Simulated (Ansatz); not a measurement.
**Guessed and relaxed cells of ScH5**

The guess for ScH5 was made by a generator: random cell by space group and Wyckoff sites (P-43m, No. 215). Lengths were set from tabulated atomic sizes, so they are only a guess.

start.cif

```cif
data_structure
_symmetry_space_group_name_H-M 'P-43m'
_symmetry_Int_Tables_number 215
_cell_length_a 3.7583
_cell_length_b 3.7583
_cell_length_c 3.7583
_cell_angle_alpha 90.000
_cell_angle_beta 90.000
_cell_angle_gamma 90.000
_cell_volume 53.09
loop_
_atom_site_label
_atom_site_type_symbol
_atom_site_symmetry_multiplicity
_atom_site_Wyckoff_symbol
_atom_site_fract_x
_atom_site_fract_y
_atom_site_fract_z
_atom_site_occupancy
Sc1 Sc 1 b 0.50000 0.50000 0.50000 1
H1 H 4 e 0.26852 0.26852 0.26852 1
H2 H 1 a 0.00000 0.00000 0.00000 1
```

Level of theory: DFT PBE, scalar-relativistic, plane waves, PAW (Ansatz 0.2.0). Cutoff 420 eV, Gaussian smearing, Γ-centred meshes. Cell and atoms relax first on a coarse mesh and then on a converged one. In between, the cell is made exact in the group found at 0.06 Å. The steps can't lower the symmetry of their start. No spin polarisation.

end.cif

```cif
data_structure
_symmetry_space_group_name_H-M 'P-43m'
_symmetry_Int_Tables_number 215
_cell_length_a 3.6268
_cell_length_b 3.6268
_cell_length_c 3.6268
_cell_angle_alpha 90.000
_cell_angle_beta 90.000
_cell_angle_gamma 90.000
_cell_volume 47.71
loop_
_atom_site_label
_atom_site_type_symbol
_atom_site_symmetry_multiplicity
_atom_site_Wyckoff_symbol
_atom_site_fract_x
_atom_site_fract_y
_atom_site_fract_z
_atom_site_occupancy
Sc1 Sc 1 b 0.50000 0.50000 0.50000 1
H1 H 4 e 0.19828 0.19828 0.19828 1
H2 H 1 a 0.00000 0.00000 0.00000 1
```

The symmetry stays P-43m (No. 215). The volume per atom shrinks by 10.1 %, from 8.8 to 8.0 Å³. The shortest distance goes from 1.51 Å (Sc–H) to 1.25 Å (H–H). The energy falls by about 0.77 eV/atom (the start's value is from the coarse mesh).

```json
{
  "Volume per atom": "7.95 Å³",
  "Density": "1.74 g/cm³",
  "Energy over the elements": "+0.351 eV/atom",
  "Gap on the 8×8×8 mesh of the 6-atom cell": "1.14 eV"
}
```

The zero of energy is the elements' standard structures at the same level (H₂ as a molecule); no fitted shifts are applied. A positive value: parting into the elements would lower its energy.

The last run used Gaussian smearing of 0.02 eV. Kohn–Sham gaps at this level usually fall short of measured ones. With hydrogen, zero-point motion can shift formation energies by some tens of meV/atom. A structure relaxed within its symmetry needn't be a true minimum. In all, the 4 runs took 46 s on 1 thread of Intel(R) Xeon(R) Processor @ 2.50GHz (Skylake/Cascade Lake), with other jobs on the host. Another cell of ScH5 relaxed alike, in P6/mmm, lies 289 meV/atom lower, so this cell isn't the stable form at this level.
